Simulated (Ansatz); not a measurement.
Consider the following.

Y:
```
Y
1.0
    1.77700     1.02595     8.48593
   -1.77700     1.02595     8.48593
    0.00000    -2.05191     8.48593
Y
3
Direct
  0.00000   0.00000   0.00000
  0.22194   0.22194   0.22194
  0.77806   0.77806   0.77806
```

This is the PBEsol-relaxed structure.

Task: All from plane-wave PAW PBEsol (Ansatz code), unless another level is named. Predict the highest zone-centre frequency.

Result: 135 cm⁻¹.

Task: Next, the bulk modulus (Birch–Murnaghan fit)?

Result: 42.0 GPa.

Space group R-3m (9R (Sm type)). The first step of the workflow began from a Materials Project structure, measured or hypothetical; the Crystallography Open Database copy checked does not list it. It is not the phase usual at ambient conditions (space group No. 194). Symmetry was held in the PBEsol relaxation; of distortions, only those at the zone centre were tested. The workflow began spin-polarised and lost its moments. As this level gives no gap, phonon frequencies hold no LO–TO term and depend on the k-mesh and smearing (Fermi–Dirac, 0.1 eV here).

Potentials: the later of the program's two PAW sets.
